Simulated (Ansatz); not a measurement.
GaAs:
```xyz
2
Lattice="0.0000 2.8414 2.8414 2.8414 0.0000 2.8414 2.8414 2.8414 0.0000" Properties=species:S:1:pos:R:3 pbc="T T T"
Ga     0.0000     0.0000     0.0000
As     4.2620     4.2620     4.2620
```

This is the HSE06-relaxed structure.

All from HSE06 in the plane-wave PAW code Ansatz, unless another level is named. Predict the gap with spin–orbit coupling.

1.17 eV (at the special points and the edges found without it).

Give the band gap.

1.29 eV (direct).

Next, the valence-band maximum?

at Γ.

Space group F-43m (zinc blende). The HSE06 relaxation kept the symmetry of its start. The hybrid was solved on a coarse mesh, the path and, where they were found, the r²SCAN edge points; its band edges are the extreme levels among these. Scalar-relativistic: spin–orbit coupling is off unless named, which matters more the heavier the elements.

Potentials: the earlier of the program's two PAW sets.
